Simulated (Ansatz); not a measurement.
SnPb$_{4}$S$_{5}$:
```xyz
10
Lattice="-2.1019 2.1019 14.8609 2.1019 -2.1019 14.8609 2.1019 2.1019 -14.8609" Properties=species:S:1:pos:R:3 pbc="T T T"
Sn     0.0000     0.0000     0.0000
Pb     0.0000     0.0000    11.9182
Pb     0.0000     0.0000    17.8035
Pb     0.0000     0.0000    23.7827
Pb     0.0000     0.0000     5.9391
S      0.0000     0.0000    14.8609
S      0.0000     0.0000    20.8228
S      0.0000     0.0000     8.8990
S      0.0000     0.0000     2.9020
S      0.0000     0.0000    26.8198
```

Relaxed with r²SCAN. Special points in fractions of this cell's reciprocal vectors: Γ (0.000, 0.000, 0.000); X (0.000, 0.000, 0.500); P (0.250, 0.250, 0.250); N (0.000, 0.500, 0.000); M (0.500, 0.500, -0.500); S (0.255, 0.745, -0.255); S0 (-0.255, 0.255, 0.255); R (-0.010, 0.010, 0.500); G (0.500, 0.500, -0.010).

Problem. List the band energies nearest the valence-band maximum at these points for r²SCAN with spin–orbit coupling (plane waves, PAW; program Ansatz).

Solution. In eV from the valence-band maximum; about four levels below and three above (degenerate sets whole), none deeper than 8.9 eV; points with the same levels are listed once.

| k | below | above |
|---|---|---|
| Γ | -1.37 -1.37 -1.34 -1.34 | 1.71 1.71 1.87 1.87 |
| X | -1.72 -1.72 -1.49 -1.49 | 2.29 2.29 2.39 2.39 |
| P | -2.25 -2.25 -1.25 -1.25 | 1.95 1.95 3.11 3.11 |
| N | -0.58 -0.58 0.00 0.00 | 0.08 0.08 0.56 0.56 |
| M | -1.98 -1.98 -1.82 -1.82 | 2.69 2.69 2.87 2.87 |
| S | -0.52 -0.52 -0.14 -0.14 | 0.26 0.26 0.37 0.37 |
| R | -1.72 -1.72 -1.50 -1.50 | 2.29 2.29 2.39 2.39 |

Space group I4/mmm. The first step of the workflow began from a Materials Project structure, measured or hypothetical; the Crystallography Open Database copy checked does not list it. Its standing as an ambient phase is unchecked. Symmetry was held in the r²SCAN relaxation; its stability against distortions is not shown here.

Potentials: the later of the program's two PAW sets.
